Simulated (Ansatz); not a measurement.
The cell below belongs to a search over invented structures; it isn't taken from experiment.

Input and command of a plane-wave DFT calculation in Ansatz:

```yaml
crystal:
  lattice:
    - [5.6761709785, -1.7044384969, 0.0102843777]
    - [5.6761709785, 1.7044384969, 0.0102843777]
    - [-4.0280680585, 0.0, 7.4268679873]
  atoms:
    - { symbol: Cd, position: [0.5989882007, 0.5989882007, 0.4025822744] }
    - { symbol: Cd, position: [0.4010117993, 0.4010117993, 0.5974177256] }
    - { symbol: Hg, position: [0.7975054772, 0.7975054772, 0.2027024247] }
    - { symbol: Hg, position: [0.0, 0.0, 0.0] }
    - { symbol: Hg, position: [0.2024945228, 0.2024945228, 0.7972975753] }
    - { symbol: O, position: [0.4055243609, 0.4055243609, 0.1084366428] }
    - { symbol: O, position: [0.5944756391, 0.5944756391, 0.8915633572] }
    - { symbol: O, position: [0.7984725644, 0.7984725644, 0.686881833] }
    - { symbol: O, position: [0.0, 0.0, 0.5] }
    - { symbol: O, position: [0.2015274356, 0.2015274356, 0.313118167] }
basis:
  ecutwfc: 420
kpoints:
  mp_grid: { grid: [12, 12, 6] }
hamiltonian:
  xc: pbe
scf:
  occupations: { method: fermi_dirac, width: 0.15 }
output:
  forces: true
  stress: true
  eigenvalues: true
relax:
  adjacent_minimum: "off"
  f_tol: 0.001
  max_steps: 60
  cell: { stress_tol: 0.01 }
```

```bash
ansatz run input.yaml --threads 4 --pin off --max-ram 8192MiB --backend cpu --events-out ev --progress --plain --runs-dir out
```

Processor: Intel(R) Xeon(R) Processor @ 2.50GHz (Skylake/Cascade Lake), 4 threads, on a host shared with other jobs.

Estimate time, memory and problem size.

About 13 min, peak memory 2 GiB. It solves 79 bands at 242 k points (after reduction by symmetry) with about 2791 plane waves (on the last cell), in 74 SCF iterations over 10 ionic steps.
